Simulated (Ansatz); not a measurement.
Relaxed-ion elastic tensor of ScF$_{3}$ (ReO3 type, Pm-3m) in GPa (Voigt order), plane-wave PAW r²SCAN (Ansatz code); density 2.58 g/cm³, 16.40 Å³ per atom.

```
      1     2     3     4     5     6
-  ----  ----  ----  ----  ----  ----
1   257  18.7  18.7   0.0   0.0   0.0
2  18.7   257  18.7   0.0   0.0   0.0
3  18.7  18.7   257   0.0   0.0   0.0
4   0.0   0.0   0.0  18.8   0.0   0.0
5   0.0   0.0   0.0   0.0  18.8   0.0
6   0.0   0.0   0.0   0.0   0.0  18.8
```

Q: Is the crystal mechanically stable?

A: Yes: the smallest eigenvalue of C is 18.8 GPa.

Q: Work out the Voigt, Reuss and Hill averages.

A: K_V = 98.3, K_R = 98.3, K_H = 98.3; G_V = 59.0, G_R = 28.3, G_H = 43.7 GPa.

Q: Give Young's modulus, Poisson's ratio, Pugh's ratio and the universal anisotropy index.

A: E = 9KG/(3K + G) = 114 GPa; ν = 0.31; K/G = 2.25 (ductile by the Pugh limit of 1.75); A_U = 5G_V/G_R + K_V/K_R − 6 = 5.41.

Q: Estimate the sound speeds and the Debye temperature.

A: v_l = √((K + 4G/3)/ρ) = 7790 m/s, v_t = √(G/ρ) = 4110 m/s, mean 4600 m/s; Θ = (h/k)(3n/4πV)^(1/3) v_m = 539 K.

Q: Give the Zener ratio and Young's modulus along [100], [110] and [111].

A: A = 2C44/(C11 − C12) = 0.16; 1/E = S11 − 2(S11 − S12 − S44/2)Γ with Γ = 0, 1/4, 1/3 gives 255, 66.1, 53.0 GPa.

Q: Solve the Christoffel equation for the three sound speeds along [100], [110], [111].

A: Eigenvalues of C_ijkl n_j n_l equal ρv². In km/s, slowest first: [100] 2.70, 2.70, 9.99; [110] 2.70, 6.80, 7.80; [111] 5.77, 5.77, 6.91.

The workflow started from a Materials Project entry (that database holds measured and hypothetical structures alike); the Crystallography Open Database files this formula in space group No. 221, but the cells were not matched. Whether it is the stable phase at ambient conditions was not checked. The r²SCAN relaxation kept the symmetry of its start; phonons on a q-mesh show weakly imaginary modes. The run is not spin-polarised.

Potentials: the earlier of the program's two PAW sets.
